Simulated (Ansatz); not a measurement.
Data:

MgO:
```cif
data_Mg6O6
_chemical_formula_sum 'Mg6 O6'
_space_group_name_H-M_alt 'P 1'
_space_group_IT_number 1
_cell_length_a 3.26528
_cell_length_b 3.26528
_cell_length_c 15.50948
_cell_angle_alpha 90.000
_cell_angle_beta 90.000
_cell_angle_gamma 120.000
loop_
_space_group_symop_operation_xyz
  'x, y, z'
loop_
_atom_site_label
_atom_site_type_symbol
_atom_site_fract_x
_atom_site_fract_y
_atom_site_fract_z
_atom_site_occupancy
Mg1 Mg 0.66667 0.33333 0.64811 1
Mg2 Mg 0.66667 0.33333 0.97929 1
Mg3 Mg 0.33333 0.66667 0.81370 1
Mg4 Mg 0.33333 0.66667 0.48191 1
Mg5 Mg 0.33333 0.66667 0.14750 1
Mg6 Mg 0.00000 0.00000 0.31370 1
O1 O 0.66667 0.33333 0.85168 1
O2 O 0.66667 0.33333 0.52046 1
O3 O 0.33333 0.66667 0.01855 1
O4 O 0.33333 0.66667 0.68609 1
O5 O 0.33333 0.66667 0.35296 1
O6 O 0.00000 0.00000 0.18605 1
```

This is the PBEsol-relaxed structure.

Problem. All from the program Ansatz at the PBEsol level (PAW), unless another level is named. Estimate the vibrational entropy at 300 K.

Solution. 15.3 J/(K·mol of atoms).

Problem. And the Debye temperature from the elastic constants?

Solution. 598 K.

Problem. Predict the zero-point energy.

Solution. 73.4 meV/atom.

Space group P3m1. The first step of the workflow began from a Materials Project structure, measured or hypothetical; the Crystallography Open Database copy checked does not list it. It is not the phase usual at ambient conditions (space group No. 225). The PBEsol relaxation kept the symmetry of its start; whether a distortion lowers the energy is not shown.

Potentials: the later of the program's two PAW sets.
